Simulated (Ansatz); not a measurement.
The cell comes from COD entry 1510856, which wasn't checked; take it as a given geometry. The listed cell was then made from it by scaling, straining or moving an atom.

ZrB₂: DFT, LDA, all-electron LAPW, scalar-relativistic (Ansatz 0.2.0). What sets it apart from a plain run of this crystal: equal xy, yz and zx engineering shear strains of +3 %.

Command: `ansatz run input.yaml --threads 1 --pin off --max-ram 6144MiB --backend cpu --events-out ev --progress --plain --runs-dir out` The run took 120 s on 1 thread of Arm Neoverse V1, on a shared host, peak memory 1.4 GiB.

```yaml
crystal:
  lattice:
    - [3.1649998255, 0.0474749974, 0.0474749974]
    - [-1.541385359, 2.7172327532, 0.0173770551]
    - [0.0528, 0.0528, 3.52]
  atoms:
    - { symbol: Zr, position: [0.0, 0.0, 0.0] }
    - { symbol: B, position: [0.3333333333, 0.6666666667, 0.5] }
    - { symbol: B, position: [0.6666666667, 0.3333333333, 0.5] }
kpoints:
  mp_grid: { grid: [12, 12, 9] }
  band_path:
    path:
      - [0.0, 0.0, 0.0]
      - [0.0, -0.5, 0.0]
      - [0.0, 0.0, 0.5]
      - [0.0, 0.0, 0.0]
      - [-0.5, 0.0, 0.0]
      - [-0.5, 0.5, -0.5]
      - [0.0, 0.0, 0.0]
      - [-0.5, 0.0, -0.5]
      - [-0.5, 0.5, 0.0]
    npoints: 5
scf:
  occupations: { method: fermi_dirac, width: 0.05 }
hamiltonian:
  xc: lda
  pseudopotentials: { kind: all_electron, lapw: { basis_error: 0.001 } }
output:
  forces: true
  stress: true
  eigenvalues: true
```

Output (standing set-up lines are left out):

```
LAPW: plane waves up to 8.755 Å⁻¹, error target 1.0e-3 eV per atom; small_component_spin mean_spin; B in spheres of 0.902 Å, 5 of its electrons in bands, Dirac shells []; Zr in spheres of 1.219 Å, 30 of its electrons in bands, Dirac shells []
Crystal: 3 atoms, lattice volume = 30.516 Å³
Basis set: ecut = 292.02711188028326 eV, 351 PW (Γ), exchange–correlation at level 2
Symmetry: 2 space group operations
Space group: P-1 (ITA 2), of the structure as read, at distance tolerance 3.1e-5 Å
k-points: 650 of 1296
iter 1 solved again at ethr=8.53e-3 eV; its pass at ethr=1.00e-1 eV (dr2=3.41e0 eV) is discarded
SCF iter   1: F=—  HF=-99165.444511 eV  |F-HF|=—  |Δ(HF+E_count)|=         —  Δρ=7.50e-2  dr2=3.41e0  ethr=8.53e-3  ⟨swp⟩=2.0  Hψ=102577  notcnv=0
preconditioner: auto → Kerker (q_TF=auto, 2.854 Å⁻¹)  [metal: Δε(μ)=0.015 eV  Ē_g=16.997 eV  σ=0.050 eV  W_gap=0.07  n_scr=10 (ndim 8)  ℏωp=26.9 eV  f_vac=0.000  D(μ)=0.23/eV (n_scr^D=0)]
SCF iter   2: F=—  HF=-99164.490973 eV  |F-HF|=—  |Δ(HF+E_count)|=   9.54e-1  Δρ=3.89e-2  dr2=9.22e-1  ethr=8.53e-3  ⟨swp⟩=2.2  Hψ=41742  notcnv=0
SCF iter   3: F=—  HF=-99164.250525 eV  |F-HF|=—  |Δ(HF+E_count)|=   2.40e-1  Δρ=1.42e-2  dr2=1.23e-1  ethr=2.31e-3  ⟨swp⟩=2.6  Hψ=45176  notcnv=0
iter 4 solved again at ethr=1.78e-6 eV; its pass at ethr=3.06e-4 eV (dr2=7.13e-4 eV) is discarded
SCF iter   4: F=—  HF=-99164.226527 eV  |F-HF|=—  |Δ(HF+E_count)|=         —  Δρ=1.99e-3  dr2=7.21e-4  ethr=1.78e-6  ⟨swp⟩=2.6  Hψ=80718  notcnv=0
the basis was enlarged: its passes take 35.0 KiB over the memory plan, 1 of 1 planned eigensolver slots
SCF iter   5: F=—  HF=-99164.223370 eV  |F-HF|=—  |Δ(HF+E_count)|=   3.16e-3  Δρ=1.08e-3  dr2=3.87e-4  ethr=1.78e-6  ⟨swp⟩=2.8  Hψ=44930  notcnv=0
SCF iter   6: F=—  HF=-99164.223329 eV  |F-HF|=—  |Δ(HF+E_count)|=   4.17e-5  Δρ=3.20e-4  dr2=2.98e-5  ethr=9.68e-7  ⟨swp⟩=2.0  Hψ=43641  notcnv=0
SCF iter   7: F=—  HF=-99164.223327 eV  |F-HF|=—  |Δ(HF+E_count)|=   2.11e-6  Δρ=4.99e-5  dr2=6.55e-7  ethr=7.45e-8  ⟨swp⟩=2.0  Hψ=43638  notcnv=0
SCF iter   8: F=-99164.223326 eV  HF=-99164.223326 eV  |F-HF|=7.80e-9  |Δ(HF+E_count)|=   6.03e-8  Δρ=1.27e-5  dr2=3.60e-8  ethr=1.64e-9  ⟨swp⟩=2.8  Hψ=44280  notcnv=0
SCF 1 converged in 8 iterations: F = -99164.223326 eV  dr2 = 3.60e-8
NSCF: frozen V_eff on 41 k-points
SCF converged after 8 iterations
Free energy (F): -99164.223326 eV
Harris-Foulkes:  -99164.223326 eV  (|F-HF|=7.80e-9)
Internal energy: -99164.221547 eV  (E = F + TS)
E sigma→0 (E₀):  -99164.222437 eV
Entropy (-TS):   -0.001779 eV (-0.593 meV/atom)
Fermi energy:    17.180403 eV
--- Per-component energies (eV) ---
  E_band       = -4648.659992
  E_kinetic    = 102338.297427
  E_xc         = -3214.749299
  E_electrostatic = -198287.769676  (all electrons and nuclei)
  E_smearing   = -0.001779  (= −TS)
  E_closure    = 0.000000  (closes the sum)
  E_atoms      = -99138.012757  (free atoms, spherical and without spin; not in F)
  Σ components = -99164.223326   (vs F -99164.223326, Δ=0.00e0)
  Basis errors (estimates in eV, not in F): energy 4.8e-4 per atom: plane waves 4.7e-4 (2.7e-4 summed), levels above the bands 5.3e-44, relativity 6.9e-9, radial functions 1.4e-5, core shells 1.4e-11; eigenvalues (radial functions only) 4.4e-6; not estimated: angular momenta, meshes, grids; target (lapw.basis_error) 1.0e-3; muffin-tin radii B 0.902 Å, Zr 1.219 Å
--- Forces (eV/Å), atoms counted from 1 ---
  atom   1  Zr     0.00000000     0.00000000     0.00000000
  atom   2  B      0.05773268     0.01019937    -0.01423267
  atom   3  B     -0.05773268    -0.01019937     0.01423267
  max |Σ_I F_I| component: 0.00e0 eV/Å
--- Stress (GPa, compression-positive) ---
       -7.025895      -7.473117      -7.303465
       -7.473117      -7.063697      -7.279650
       -7.303465      -7.279650      -5.507213
  P = ⅓ Tr σ = -6.5323 GPa (-65.323 kbar)
--- Band table (eV; the first three rows and the last of 650) ---
  k-point 0: bands = ["-379.8858", "-293.4954", "-293.4719", "-293.4716", "-153.9308", "-153.9203", "-151.3048", "-151.2989", "-151.2986", "-151.2816", "-151.2809", "-31.3077", "-9.5574", "-9.0156", "-8.9558", "4.5442", "14.3253", "14.5330", "14.6742", "14.8790", "20.3067", "20.4888", "21.3324", "21.5924"]
  k-point 1: bands = ["-379.8858", "-293.4954", "-293.4719", "-293.4716", "-153.9308", "-153.9203", "-151.3048", "-151.2989", "-151.2986", "-151.2816", "-151.2809", "-31.3053", "-9.6037", "-9.0125", "-8.9526", "4.7313", "13.5214", "14.4598", "14.7527", "15.8537", "19.5450", "19.7411", "20.8403", "21.1618"]
  k-point 2: bands = ["-379.8858", "-293.4954", "-293.4719", "-293.4716", "-153.9308", "-153.9203", "-151.3048", "-151.2989", "-151.2986", "-151.2816", "-151.2809", "-31.2993", "-9.7186", "-9.0047", "-8.9447", "5.2474", "12.3037", "14.8097", "15.0903", "16.9528", "18.5249", "18.7167", "19.8923", "20.2513"]
  k-point 649: bands = ["-379.8858", "-293.4954", "-293.4719", "-293.4716", "-153.9267", "-153.9244", "-151.3048", "-151.2989", "-151.2986", "-151.2816", "-151.2809", "-31.1594", "-9.8991", "-9.6640", "-9.2165", "7.4595", "10.1444", "12.3172", "13.0835", "15.3252", "20.2382", "21.8079", "22.5218", "23.3850"]
```
